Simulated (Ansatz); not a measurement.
A generated cell, not matched to a known phase here, of YS2: Fm-3m (No. 225), cF12, fluorite type; a = 6.5344 Å, b = 6.5344 Å, c = 6.5344 Å, α = 90.00°, β = 90.00°, γ = 90.00°; Y 4a (0.000, 0.000, 0.000); S 8c (0.250, 0.250, 0.250). Calculation: r2SCAN (plane waves to 500 eV, PAW, scalar-relativistic; Ansatz, a first-principles code). Element references, the lowest calculated here: Y (P6₃/mmc), S (Fddd).

### Question
Predict the formation energy of this Fm-3m form of YS2 from the elements from r2SCAN.

### Answer
-1.64 eV/atom.

A lower structure of this composition may exist, and whether it forms at all is not checked here.

Static energies, no anion corrections, no zero-point energy. Values are rounded to 0.01 eV/atom. Not shown to be the ambient phase of their composition (a lower form may be missing, and a cell relaxed within its start's symmetry can be a saddle point): YS2 (Fm-3m). The compounds carry no spin polarisation. The relaxed primitive cell holds an odd number of electrons. A magnetic state may lie lower.
